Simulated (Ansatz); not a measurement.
VSn$_{2}$:
```yaml
crystal:
  lattice:
    - [0.00000, 4.67961, 9.25381]
    - [2.72145, 0.00000, 9.25381]
    - [2.72145, 4.67961, 0.00000]
  atoms:
    - { symbol: V, position: [0.87742, 0.87742, 0.62258] }
    - { symbol: V, position: [0.62258, 0.62258, 0.87742] }
    - { symbol: V, position: [0.37258, 0.37258, 0.62742] }
    - { symbol: V, position: [0.62742, 0.62742, 0.37258] }
    - { symbol: Sn, position: [0.91629, 0.58371, 0.91629] }
    - { symbol: Sn, position: [0.58371, 0.91629, 0.58371] }
    - { symbol: Sn, position: [0.33371, 0.66629, 0.33371] }
    - { symbol: Sn, position: [0.66629, 0.33371, 0.66629] }
    - { symbol: Sn, position: [0.16611, 0.16611, 0.33389] }
    - { symbol: Sn, position: [0.33389, 0.33389, 0.16611] }
    - { symbol: Sn, position: [0.08389, 0.08389, 0.91611] }
    - { symbol: Sn, position: [0.91611, 0.91611, 0.08389] }
```

Relaxed with PBEsol. Special points in fractions of this cell's reciprocal vectors: Γ (0.000, 0.000, 0.000); Y (0.500, 0.000, 0.500); T (1.000, 0.500, 0.500); Z (0.500, 0.500, 0.000); Σ0 (0.000, 0.356, 0.356); U0 (1.000, 0.644, 0.644); C0 (0.500, 0.187, 0.687); A0 (0.500, 0.813, 0.313); L (0.500, 0.500, 0.500).

**Question.** List the band energies nearest the Fermi level at these points for plane-wave PAW PBEsol with spin–orbit coupling (Ansatz code).

**Answer.** In eV from the Fermi level; about four levels below and three above (degenerate sets whole), none deeper than 8.9 eV; points with the same levels are listed once.

| k | below | above |
|---|---|---|
| Γ | -0.42 -0.42 -0.36 -0.36 | 0.36 0.36 0.36 0.36 |
| Y | -0.46 -0.46 -0.46 -0.46 | 0.14 0.14 0.14 0.14 |
| T | -0.24 -0.24 -0.24 -0.24 | 0.39 0.39 0.39 0.39 |
| Z | -0.30 -0.30 -0.30 -0.30 | 0.36 0.36 0.36 0.36 |
| Σ0 | -0.37 -0.37 -0.13 -0.13 | 0.09 0.09 0.53 0.53 |
| C0 | -0.36 -0.36 -0.33 -0.33 | 0.17 0.17 0.18 0.18 |
| L | -0.55 -0.55 -0.11 -0.11 | 0.11 0.11 0.33 0.33 |

Space group Fddd. The workflow started from a Materials Project entry (that database holds measured and hypothetical structures alike); the Crystallography Open Database files this formula in space group No. 70, but the cells were not matched. Whether it is the stable phase at ambient conditions was not checked. Symmetry was held in the PBEsol relaxation; whether a distortion lowers the energy is not shown. The run is not spin-polarised.

Potentials: the later of the program's two PAW sets.
